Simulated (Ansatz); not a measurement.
K (bcc, W type)

```yaml
crystal:
  lattice:
    - [-5.27944, 5.27944, 5.27944]
    - [0.00000, 0.00000, 5.27944]
    - [0.00000, 5.27944, 0.00000]
  atoms:
    - { symbol: K, position: [0.00000, 0.00000, 0.00000] }
    - { symbol: K, position: [0.50000, 0.00000, 0.00000] }
```

The atoms are displaced by Q × the pattern below (from a DFPT mode at H = (0.5, 0.5, 0.5), largest move 1; Q in Å), at fixed cell. It is one choice among 3 degenerate patterns. (q is in reciprocal vectors of the primitive cell; the cell shown is doubled to hold the pattern.)

```csv
atom,x,y,z
K1,0.000,0.000,1.000
K2,0.000,0.000,-1.000
```

The numbers are results of PBE (plane waves to 420 eV, PAW, scalar-relativistic; Ansatz, a program for electronic structure), not measurements. k mesh 13×13×13 (Γ-centred), Fermi-Dirac smearing 0.05 eV. Energies are smeared free energies. With partly filled bands, energies and forces of such displacements shift with the k mesh and the smearing. K was relaxed with its symmetry unable to fall. The zero of ΔE is the undisplaced structure.

Successive frames, forces in eV/Å:

```json
[
 {"frame": "Q = -0.187 Å", "ΔE (eV/cell)": "0.0262", "F on K1": "(0.000, 0.000, 0.139)", "F on K2": "(0.000, 0.000, -0.139)"},
 {"frame": "Q = -0.140 Å", "ΔE (eV/cell)": "0.0148", "F on K1": "(0.000, 0.000, 0.105)", "F on K2": "(0.000, 0.000, -0.105)"},
 {"frame": "Q = -0.093 Å", "ΔE (eV/cell)": "0.0066", "F on K1": "(0.000, 0.000, 0.071)", "F on K2": "(0.000, 0.000, -0.071)"}
]
```

What are the energy and the forces in the next frame, Q = -0.047 Å?

ΔE (eV/cell) = 0.0017.

```csv
atom,Fx,Fy,Fz
K1,0.000,0.000,0.036
K2,0.000,0.000,-0.036
```

(For displaced atoms, the force is minus the slope of the energy, and its curvature is a force constant, which sets phonon frequencies.)
